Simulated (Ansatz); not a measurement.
A generator proposed this cell of BaAs.

```
Ba As
1.0
     4.02459    0.00000    0.00000
     0.00000    4.02459    0.00000
     0.00000    0.00000    4.02459
Ba As
1 1
Direct
  0.00000 0.00000 0.00000
  0.50000 0.50000 0.50000
```

The calculation used Ansatz 0.2.0, DFT PBE, scalar-relativistic, plane waves, PAW. Cutoff 420 eV; k points 4×4×4 on the computed 2-atom cell (Γ-centred); Gaussian smearing, width 0.10 eV; no spin polarisation.

Energies over the elements count from the elements' standard structures at the same level, with no fitted energy shifts.

Q: What does a single point on this coarse mesh give?

A: The pressure is 0.0 GPa (near zero), the largest force is 0.00 eV/Å (symmetry fixes the atoms), and the energy is −0.84 eV/atom against the elements. The shortest distance is 3.49 Å.

Q: Is it a good guess?

A: A good one: relaxing gains under 0.1 eV/atom (the start's value is from the coarse mesh, so the gain is rough) in 3 ionic steps and ends at −0.81 eV/atom on the finer mesh. The symmetry stays Pm-3m (No. 221). The end has the caesium chloride type. The volume per atom shrinks by 0.6 %, from 32.6 to 32.4 Å³. The shortest distance goes from 3.49 Å (Ba–As) to 3.48 Å (Ba–As). Conventional cell: a = 4.017 Å. Ba has 8 As at 3.48 Å and 6 Ba at 4.02 Å; As has 8 Ba at 3.48 Å and 6 As at 4.02 Å.

The last run used a 14×14×14 mesh for its 2-atom cell and Gaussian smearing of 0.10 eV. An odd number of electrons in the primitive cell allows no gap without spin; a larger cell or a magnetic state could open one. The cell is a metal run without spin; a magnetic state may lie lower. The reference form of As is held partly by dispersion forces, which this level lacks. The relaxation can't lower the symmetry of the start, and the grade says only how near the guess is to its own end. Symmetry constrained the relaxation, so the result can be a saddle point. Another cell of BaAs relaxed alike, in Cmcm, lies 72 meV/atom lower, so this cell isn't the stable form at this level.
